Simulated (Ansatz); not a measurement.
Relaxed-ion elastic tensor of CoSi$_{2}$ (fluorite or antifluorite type, space group No. 225) in GPa (Voigt order), r²SCAN (plane waves, PAW; program Ansatz); density 5.09 g/cm³, 12.51 Å³ per atom.

```
268  162  162  0.0  0.0  0.0
162  268  162  0.0  0.0  0.0
162  162  268  0.0  0.0  0.0
0.0  0.0  0.0  103  0.0  0.0
0.0  0.0  0.0  0.0  103  0.0
0.0  0.0  0.0  0.0  0.0  103
```

Is the crystal mechanically stable?

Yes: the smallest eigenvalue of C is 103 GPa.

Work out the Voigt, Reuss and Hill averages.

K_V = 197, K_R = 197, K_H = 197; G_V = 83.0, G_R = 74.9, G_H = 79.0 GPa.

Give Young's modulus, Poisson's ratio, Pugh's ratio and the universal anisotropy index.

E = 9KG/(3K + G) = 209 GPa; ν = 0.32; K/G = 2.50 (ductile by the Pugh limit of 1.75); A_U = 5G_V/G_R + K_V/K_R − 6 = 0.55.

Estimate the sound speeds and the Debye temperature.

v_l = √((K + 4G/3)/ρ) = 7710 m/s, v_t = √(G/ρ) = 3940 m/s, mean 4410 m/s; Θ = (h/k)(3n/4πV)^(1/3) v_m = 566 K.

Give the Zener ratio and Young's modulus along [100], [110] and [111].

A = 2C44/(C11 − C12) = 1.94; 1/E = S11 − 2(S11 − S12 − S44/2)Γ with Γ = 0, 1/4, 1/3 gives 146, 219, 263 GPa.

Space group Fm-3m (fluorite or antifluorite type). The r²SCAN relaxation kept the symmetry of its start; of distortions, only those at the zone centre were tested. No spin polarisation was allowed. As this level gives no gap, shear constants depend on the k-mesh and smearing (Fermi–Dirac, 0.1 eV here).

Potentials: the earlier of the program's two PAW sets.
